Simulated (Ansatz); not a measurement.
VO₂:
```yaml
crystal:
  lattice:
    - [4.74070, 0.00000, 0.00000]
    - [0.00000, 4.74070, 0.00000]
    - [0.00000, 0.00000, 4.74070]
  atoms:
    - { symbol: V, position: [0.00000, 0.50000, 0.50000], spin: 1.2 }
    - { symbol: V, position: [0.50000, 0.50000, 0.00000], spin: 1.2 }
    - { symbol: V, position: [0.50000, 0.00000, 0.50000], spin: 1.2 }
    - { symbol: V, position: [0.00000, 0.00000, 0.00000], spin: 1.2 }
    - { symbol: O, position: [0.34539, 0.15461, 0.84539], spin: -0.1 }
    - { symbol: O, position: [0.65461, 0.84539, 0.15461], spin: -0.1 }
    - { symbol: O, position: [0.15461, 0.84539, 0.34539], spin: -0.1 }
    - { symbol: O, position: [0.84539, 0.15461, 0.65461], spin: -0.1 }
    - { symbol: O, position: [0.84539, 0.34539, 0.15461], spin: -0.1 }
    - { symbol: O, position: [0.15461, 0.65461, 0.84539], spin: -0.1 }
    - { symbol: O, position: [0.65461, 0.65461, 0.65461], spin: -0.1 }
    - { symbol: O, position: [0.34539, 0.34539, 0.34539], spin: -0.1 }
```

Relaxed with PBEsol. Special points in fractions of this cell's reciprocal vectors: Γ (0.000, 0.000, 0.000); X (0.000, 0.500, 0.000); M (0.500, 0.500, 0.000); R (0.500, 0.500, 0.500); X1 (0.500, 0.000, 0.000).

### Question
List the band energies nearest the Fermi level at these points for plane-wave PAW PBEsol (Ansatz code).

### Answer
In eV from the Fermi level; about four levels below and three above (degenerate sets whole), none deeper than 8.9 eV; points with the same levels are listed once.

| k | below | above |
|---|---|---|
| Γ ↑ | -0.29 -0.29 -0.11 -0.11 -0.11 | 0.12 1.39 1.39 1.39 |
| X ↑ | -1.40 -1.40 -0.14 -0.14 | 0.09 0.09 0.21 0.21 |
| M ↑ | -0.09 -0.09 -0.09 -0.09 | 0.37 0.37 0.37 0.37 |
| R ↑ | -0.20 -0.20 -0.20 -0.20 | 1.65 1.65 1.65 1.65 |
| Γ ↓ | -2.05 -1.19 -1.19 -1.19 | 0.64 0.64 0.64 |
| X ↓ | -2.04 -2.04 -1.51 -1.51 | 1.11 1.11 1.24 1.24 |
| M ↓ | -2.17 -2.17 -2.17 -2.17 | 1.02 1.02 1.02 1.02 |
| R ↓ | -2.71 -2.71 -2.71 -2.71 | 0.30 0.30 0.30 0.30 |

Space group Pa-3. The start of the workflow was typed in or built on a structure type; neither database checked (COD, Materials Project) lists it. COD files the formula under space group No. 10, 12, 14, 136, so this cell is another polymorph or a model. Its standing as an ambient phase is unchecked. The cell was relaxed with PBEsol under the symmetry of its start; its stability against distortions is not shown here. Spin order of the final state: ferromagnetic, chosen from 2 collinear starts compared on coarse meshes (ties went to the first, and starts can fall back to one state), not a proven ground state. The volume moved by -25 % from the start of the relaxation. No Hubbard U is applied. The compound may be a true metal, but semilocal functionals without U, or a wrong spin order, can also close a gap. Point labels and valley counts follow the cell and symmetry of the run, lower than the named group.

Potentials: the later of the program's two PAW sets.
